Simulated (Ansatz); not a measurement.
Calculated with Ansatz: LiSnTe, settings compared

Launch command:

```bash
ansatz run input.yaml --threads 1 --pin off --max-ram 2560MiB --backend cpu --events-out ev --progress --plain --runs-dir out
```

Input:

```yaml
crystal:
  lattice:
    - [4.028103, 0.0, 0.0]
    - [0.0, 4.028103, 0.0]
    - [0.0, 0.0, 8.63504]
  atoms:
    - { symbol: Te, position: [0.0, 0.5, 0.6287] }
    - { symbol: Te, position: [0.5, 0.0, 0.3713] }
    - { symbol: Sn, position: [0.0, 0.0, 0.0] }
    - { symbol: Sn, position: [0.5, 0.5, 0.0] }
    - { symbol: Li, position: [0.0, 0.5, 0.2734] }
    - { symbol: Li, position: [0.5, 0.0, 0.7266] }
  symmetry: { tolerance: 0.0003 }
kpoints:
  mp_grid: { grid: [5, 5, 2], shift: [0, 0, 0] }
magnetization:
  spin_polarized: false
scf:
  occupations: { method: fermi_dirac }
hamiltonian:
  pseudopotentials: { kind: paw }
  xc: r2scan
basis:
  ecutwfc: 500
output:
  forces: true
  stress: true
  eigenvalues: true
```

Origin of the cell: a known structure type with other elements, at an estimated volume, so it need not be a known compound.

The smearing width isn't typed, so it takes its default of 0.1 eV.

Output of this run (shortened):

```
SCF iter   1: F=—  HF=-26478.296392 eV  Δρ=4.85e-3  dr2=6.43e-2  dr2_τ=4.64e-3  defer=1
SCF iter   2: F=—  HF=-26478.378971 eV  Δρ=3.21e-3  dr2=3.93e-2  dr2_τ=1.22e-4  defer=3
SCF iter   3: F=—  HF=-26478.378164 eV  Δρ=9.43e-4  dr2=4.60e-3  dr2_τ=7.88e-5  defer=3
SCF iter   4: F=—  HF=-26478.378489 eV  Δρ=5.13e-4  dr2=9.83e-4  dr2_τ=3.91e-6  defer=3
SCF iter   5: F=—  HF=-26478.378547 eV  Δρ=1.55e-4  dr2=1.17e-4  dr2_τ=1.49e-6  defer=3
SCF iter   6: F=—  HF=-26478.378544 eV  Δρ=7.18e-5  dr2=2.69e-5  dr2_τ=1.15e-7  defer=3
SCF iter   7: F=—  HF=-26478.378539 eV  Δρ=1.79e-5  dr2=1.17e-6  dr2_τ=8.12e-9  defer=3
SCF iter   8: F=-26478.378539 eV  HF=-26478.378539 eV  Δρ=5.34e-6  dr2=4.77e-8  dr2_τ=5.65e-10
SCF 1 converged in 8 iterations: F = -26478.378539 eV  dr2 = 4.77e-8
SCF converged after 8 iterations
Free energy (F): -26478.378539 eV
Harris-Foulkes:  -26478.378539 eV  (|F-HF|=8.53e-9)
Internal energy: -26478.295881 eV  (E = F + TS)
E sigma→0 (E₀):  -26478.337210 eV
Entropy (-TS):   -0.082657 eV (-13.776 meV/atom)
Fermi energy:    8.889493 eV
--- Per-component energies (eV) ---
  E_band       = -905.986141
  E_kinetic    = 780.003229
  E_local      = -4567.999031  (includes V_loc(G=0)·N_el)
  E_nonlocal   = -752.716838
  E_hartree    = 2806.137048
  E_xc         = -1001.972483
  E_vxc        = -464.351089  (∫ρ·V_xc dr)
  E_paw        = -17734.837592  (= ΣΔE_a)
  E_vpaw       = -1542.200113  (= ΣTr[D̂ρ^β])
  E_aug_tail   = -0.000279  (compensation charges beyond the density's cutoff)
  E_vtau       = 29.009118  (kinetic-family band-sum trace: ∫τ·v_τ [+ j·A + Jᵃ·Aᵃ] dr)
  E_ewald      = -6008.950287
  E_core_change = 2.040351  (= ΣΔE_core)
  E_smearing   = -0.082657  (= −TS)
  Σ components = -26478.378539   (vs F -26478.378539, Δ=0.00e0)
--- Forces (eV/Å), atoms counted from 1 ---
  atom   1  Te     0.000000     0.000000     0.818000
  atom   2  Te     0.000000     0.000000    -0.818000
  atom   3  Sn     0.000000     0.000000    -0.000000
  atom   4  Sn     0.000000     0.000000     0.000000
  atom   5  Li     0.000000     0.000000     0.504376
  atom   6  Li     0.000000     0.000000    -0.504376
  max |Σ_I F_I| component: 0.0 eV/Å
--- Stress (GPa, compression-positive) ---
        5.523773       0.000000       0.000000
        0.000000       5.523773       0.000000
        0.000000       0.000000      -0.893464
  P = ⅓ Tr σ = 3.3847 GPa (33.847 kbar)
```

The same input was run again with these changes:

1. `basis.xc_grid` default → 2; `scf.occupations.width` default → 0.05
2. `magnetization` { spin_polarized: false } → { spin_polarized: true } (starts: random); `hamiltonian.dispersion` default → d3bjatm; typed moments: Te1 -0.5, Te2 4, Sn3 -4, Sn4 -1, Li5 -1, Li6 1
3. `accuracy` default → low
4. `basis.ecutwfc` 500 → "600 eV"

| run | end | SCF iterations | P (GPa) | max force component (eV/Å) | gap on mesh (eV) | moment (μB) | ΔE(σ→0) (meV/atom) |
| --- | --- | --- | --- | --- | --- | --- | --- |
| base | converged | 8 | 3.38 | 0.818 | none | – | 0 |
| 1 | converged | 8 | 3.37 | 0.803 | none | – | -0.56 |
| 2 | converged | 21 | 2.42 | 0.816 | none | 0.00 | – |
| 3 | converged | 8 | 3.38 | 0.818 | none | – | 0.04 |
| 4 | converged | 9 | 3.38 | 0.818 | none | – | -0.22 |

Energies are compared only where functional, datasets, charge and starting cell are the same.

Caveats of the base run: no spin-orbit coupling, though heavy elements are present; the k mesh is coarse if the cell is a metal.

Run 2: a starting moment was lost.

The base run took 12 s on 1 thread of Intel(R) Xeon(R) Platinum 8259CL CPU @ 2.50GHz (Skylake/Cascade Lake) (shared host), peak memory 0.72 GiB, from the program's own first density.
